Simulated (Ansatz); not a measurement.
A generator proposed this cell of AlIn3As4.

```cif
data_structure
_symmetry_space_group_name_H-M 'P-43m'
_symmetry_Int_Tables_number 215
_cell_length_a 5.7248
_cell_length_b 5.7248
_cell_length_c 5.7248
_cell_angle_alpha 90.000
_cell_angle_beta 90.000
_cell_angle_gamma 90.000
_cell_volume 187.62
loop_
_atom_site_label
_atom_site_type_symbol
_atom_site_symmetry_multiplicity
_atom_site_Wyckoff_symbol
_atom_site_fract_x
_atom_site_fract_y
_atom_site_fract_z
_atom_site_occupancy
Al1 Al 1 a 0.00000 0.00000 0.00000 1
In1 In 3 c 0.00000 0.50000 0.50000 1
As1 As 4 e 0.75000 0.75000 0.25000 1
```

The calculation used Ansatz 0.2.0, DFT PBE, scalar-relativistic, plane waves, PAW. Settings: cutoff 420 eV, Γ-centred mesh 4×4×4 on the computed 8-atom cell, Gaussian smearing of 0.10 eV; no spin polarisation.

Energies over the elements count from the elements' standard structures at the same level, with no fitted energy shifts.

Q: What does a single point on this coarse mesh give?

A: The pressure is 14.5 GPa (it wants to expand), the largest force is 1.62 eV/Å, and the energy is −0.08 eV/atom against the elements. The shortest distance is 2.48 Å.

Q: How much does it gain on relaxing, and where does it end?

A: Relaxing gains about 0.21 eV/atom (the start's value is from the coarse mesh, so the gain is rough) in 7 ionic steps and ends at −0.29 eV/atom on the finer mesh. The symmetry stays P-43m (No. 215). The volume per atom grows by 18.9 %, from 23.5 to 27.9 Å³. The shortest distance goes from 2.48 Å (Al–As and In–As) to 2.51 Å (Al–As). Conventional cell: a = 6.064 Å. Around Al lie 4 As at 2.51 Å; In is surrounded by 4 As at 2.67 Å; As is surrounded by 1 Al at 2.51 Å and 3 In at 2.67 Å.

The last run used a 6×6×6 mesh for its 8-atom cell and Gaussian smearing of 0.10 eV. The reference form of As is held partly by dispersion forces, which this level lacks. The relaxation can't lower the symmetry of the start. A structure relaxed within its symmetry needn't be a true minimum.
